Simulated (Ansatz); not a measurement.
Data:

YPt3:
```
CELL_PARAMETERS angstrom
      4.03189     0.00000     0.00000
      0.00000     4.03189     0.00000
      0.00000     0.00000     4.03189
ATOMIC_POSITIONS crystal
  Y  0.00000 0.00000 0.00000
  Pt 0.50000 0.50000 0.00000
  Pt 0.00000 0.50000 0.50000
  Pt 0.50000 0.00000 0.50000
```

This is the LDA-relaxed structure.

All from DFT-LDA in the program Ansatz with PAW potentials, unless another level is named. Give the bulk modulus (Birch–Murnaghan fit).

211 GPa.

And the highest zone-centre frequency?

209 cm⁻¹.

Space group Pm-3m (Cu3Au type). The first step of the workflow began from a Materials Project structure, measured or hypothetical; the Crystallography Open Database files this formula in space group No. 221, but the cells were not matched. Whether it is the stable phase at ambient conditions was not checked. The cell was relaxed with LDA under the symmetry of its start; its stability against distortions is not shown here. No spin polarisation was allowed. As this level gives no gap, phonon frequencies hold no LO–TO term and depend on the k-mesh and smearing (Fermi–Dirac, 0.1 eV here). Spin–orbit coupling is left out wherever it is not named.

Potentials: the later of the program's two PAW sets.
